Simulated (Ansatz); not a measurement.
# Data sheet: AlPt (DFT)

AlPt:
```xyz
2
Lattice="0.0000 2.5403 2.5403 2.5403 0.0000 2.5403 2.5403 2.5403 0.0000" Properties=species:S:1:pos:R:3 pbc="T T T"
Pt     0.0000     0.0000     0.0000
Al     2.5403     2.5403     2.5403
```

Space group Fm-3m (No. 225), rock salt; conventional cell a = 5.0807 Å, b = 5.0807 Å, c = 5.0807 Å, α = 90.00°, β = 90.00°, γ = 90.00°.

Method: the program Ansatz at the PBEsol level (PAW). Geometry: relaxed at this level of theory. Other levels are named where they apply.

### Cell and energy

```
Property                                                       Value
-----------------------------------------------------  -------------
Volume per atom                                             16.39 Å³
Density                                                  11.25 g/cm³
Formation energy from the elements (no fitted shifts)  -0.56 eV/atom
```

### Electronic structure

```
Item                                                                         Value
------------------------------------  --------------------------------------------
Electronic character                                             metallic (no gap)
Density of states at the Fermi level  0.39 states/eV per atom (mean over ±0.08 eV)
Gap with spin–orbit coupling                                       none (metallic)
```

### Mechanics

```
Item                                                                                 Result
-------------------------------------  ----------------------------------------------------
Bulk modulus (Birch–Murnaghan fit)                                                  148 GPa
Pressure derivative B′                                                                  4.5
Elastic constants (relaxed ions, GPa)                      C11 = 289, C12 = 77.7, C44 = 1.0
Mechanical stability                   marginal (the smallest eigenvalue of C is near zero)
```

### Phonons

```
Quantity                                        Value
-----------------------------  ----------------------
Highest zone-centre frequency                6.68 THz
Zone-centre stability          no imaginary mode at Γ
```

The start of the workflow was typed in or built on a structure type; neither database checked (COD, Materials Project) lists it. Its standing as an ambient phase is unchecked. The cell was relaxed with PBEsol under the symmetry of its start. The run is not spin-polarised. As this level gives no gap, shear constants depend on the k-mesh and smearing (Fermi–Dirac, 0.1 eV here). As this level gives no gap, phonon frequencies hold no LO–TO term and depend on the k-mesh and smearing (Fermi–Dirac, 0.1 eV here). The references are the lowest solids computed at this level, not always the standard phases. Scalar-relativistic: spin–orbit coupling is off unless named, which matters more the heavier the elements.

Potentials: the earlier of the program's two PAW sets. The files were generated under PBE; for other functionals the program regenerates the frozen cores, and for LDA and PBEsol the local potential too.
